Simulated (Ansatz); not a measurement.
A relaxed structure of CsAu. Space group Pm-3m (No. 221), CsCl type. Calculation: r2SCAN (plane waves to 500 eV, PAW, scalar-relativistic; Ansatz, a quantum-chemistry and plane-wave program).

```cif
data_AuCs
_chemical_formula_sum 'Cs1 Au1'
_space_group_name_H-M_alt 'Pm-3m'
_space_group_IT_number 221
_space_group_name_Hall '-P 4 2 3'
_cell_length_a 4.27452
_cell_length_b 4.27452
_cell_length_c 4.27452
_cell_angle_alpha 90.000
_cell_angle_beta 90.000
_cell_angle_gamma 90.000
loop_
_atom_site_label
_atom_site_type_symbol
_atom_site_symmetry_multiplicity
_atom_site_Wyckoff_symbol
_atom_site_fract_x
_atom_site_fract_y
_atom_site_fract_z
_atom_site_occupancy
Cs1 Cs 1 b 0.50000 0.50000 0.50000 1
Au1 Au 1 a 0.00000 0.00000 0.00000 1
```

```yaml
volume_per_atom: 39.05 Å³
band_gap: 1.32 eV, indirect (valence top at R, conduction bottom at X) (no spin-orbit coupling)
smallest_direct_gap: 1.88 eV at R
shortest_distances: 
k-mesh: 11×11×11
```

No spin polarisation in the result. Without spin-orbit coupling the bands of the heavy element are not split, so the gap can be far off.

Measured for CsAu: a 4.258 Å (room temperature; as listed in Zeitschrift fuer Anorganische und Allgemeine Chemie 619, 1095 (1993)). Computed minus measured — a: r2SCAN +0.4 %. The computed values are for a static lattice.

The run could not lose the symmetry of its start.
